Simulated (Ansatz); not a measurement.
# Step by step: LaGa2, relaxation of cell and atoms

The calculation used Ansatz 0.2.0, DFT, LDA, PAW with Ansatz's default frozen-core files, scalar-relativistic.

Command: `ansatz run input.yaml --threads 1 --pin off --max-ram 3072MiB --backend cpu --events-out ev --progress --plain --runs-dir out` The run took 44 s on 1 thread of Arm Neoverse V2, on a shared host, peak memory 0.42 GiB.

```yaml
crystal:
  lattice:
    - [4.4059334785, 0.0, 0.0]
    - [-2.2029667392, 3.8156503198, 0.0]
    - [0.0, 0.0, 4.8465268263]
  atoms:
    - { symbol: La, position: [0.0, 0.0, 0.0] }
    - { symbol: Ga, position: [0.3333333333, 0.6666666667, 0.5] }
    - { symbol: Ga, position: [0.6666666667, 0.3333333333, 0.5] }
kpoints:
  mp_grid: { grid: [10, 10, 8] }
scf:
  occupations: { method: fermi_dirac, width: 0.08 }
hamiltonian:
  xc: lda
  pseudopotentials: { kind: paw }
output:
  forces: true
  stress: true
relax:
  f_tol: 0.005
  max_steps: 80
  cell: {}
```

No spin–orbit coupling, which matters for the heavy atoms here.

The cell is built from the AlB2 type as a first guess.

The cutoff is 420 eV; energies and pressures of the walk include the program's estimate of the Pulay term. The PAW files were made with PBE; their cores are remade for this functional.

Each frame lists the cell vectors (Å), then Cartesian positions (Å); symmetry keeps all forces zero. Free energies count from the first step, -13491.7603 eV.

The walk took 6 evaluations in all; steps that aren't listed are left out.

Step 1: E = 0.0 meV, P = -9.58 GPa

```
cell 4.4059 0.0000 0.0000 -2.2030 3.8157 0.0000 0.0000 0.0000 4.8465
La    0.0000    0.0000    0.0000
Ga    0.0000    2.5438    2.4233
Ga    2.2030    1.2719    2.4233
```

Step 2: E = -410.5 meV, P = -5.26 GPa

```
cell 4.2835 0.0000 0.0000 -2.1417 3.7096 0.0000 0.0000 0.0000 4.6103
La    0.0000    0.0000    0.0000
Ga    0.0000    2.4731    2.3051
Ga    2.1417    1.2365    2.3051
```

Step 3:

```
cell 4.2049 0.0000 0.0000 -2.1024 3.6415 0.0000 0.0000 0.0000 4.3727
La    0.0000    0.0000    0.0000
Ga    0.0000    2.4277    2.1864
Ga    2.1024    1.2138    2.1864
```

Step 4: E = -534.6 meV, P = -0.06 GPa

```
cell 4.2286 0.0000 0.0000 -2.1143 3.6621 0.0000 0.0000 0.0000 4.3422
La    0.0000    0.0000    0.0000
Ga    0.0000    2.4414    2.1711
Ga    2.1143    1.2207    2.1711
```

**Question.** Give the energy, pressure of step 3.

**Answer.** E = -532.6 meV, P = 0.46 GPa
```
La    0.0000    0.0000    0.0000
Ga    0.0000    2.4277    2.1864
Ga    2.1024    1.2138    2.1864
```

**Question.** How does the relaxation end?

**Answer.** It converges, with a = 4.226 Å, b = 4.226 Å, c = 4.346 Å, α = 90.00°, β = 90.00°, γ = 120.00° (conventional cell, space group P6/mmm). The last solve (on a basis chosen afresh for the final cell, so its energy is not quite comparable) gives E = -533.6 meV, P = -0.01 GPa:
```
cell 4.2258 0.0000 0.0000 -2.1129 3.6596 0.0000 0.0000 0.0000 4.3460
La    0.0000    0.0000    0.0000
Ga    0.0000    2.4397    2.1730
Ga    2.1129    1.2199    2.1730
```
